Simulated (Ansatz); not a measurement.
A geometry of Ru away from equilibrium: step 7 of the relaxation of a relaxed Ru cell, doubled along one cell vector, shaken by Gaussian noise of σ = 0.08 Å a coordinate. All values below come from PBE (plane waves to 420 eV, PAW, scalar-relativistic; Ansatz, a quantum-chemistry and plane-wave program). Γ-centred k-mesh 7×7×6 on the run's cell (coarser than for final values), Fermi–Dirac smearing 0.05 eV. The plane waves were selected for a different cell earlier on the path.

```
Ru
1.0
    4.67246    -0.00716     0.04540
   -0.00716     4.40436    -0.03552
    0.05116    -0.04003     5.36380
Ru
8
Direct
  0.90286   0.76376   0.30202
  0.90764   0.75319   0.80807
  0.07390   0.25948   0.05691
  0.09806   0.21912   0.55763
  0.59542   0.26755   0.30495
  0.58516   0.25015   0.80627
  0.41256   0.76643   0.05923
  0.40897   0.71793   0.56108
```

### Question
What forces act on the atoms (eV/Å)?

### Answer
| atom | Fx | Fy | Fz |
|---|---|---|---|
| Ru1 | 0.63 | -0.36 | 0.34 |
| Ru2 | 0.21 | -0.21 | -0.29 |
| Ru3 | 0.82 | -0.21 | -0.05 |
| Ru4 | -1.06 | 0.92 | -0.01 |
| Ru5 | -0.82 | -0.61 | 0.09 |
| Ru6 | 0.04 | -0.09 | -0.11 |
| Ru7 | -0.18 | -0.54 | 0.08 |
| Ru8 | 0.37 | 1.10 | -0.04 |

The path ends in P6₃/mmc (No. 194) (hcp (Mg type)). No spin polarisation in the result.

Of the parent cell (P4₁2₁2 (No. 92)): it is a generated cell of Ru: the first start was made by a random draw of sites in a space group, and the end was not matched to a known phase here, so it may be hypothetical. Known forms of Ru include space group No. 194.
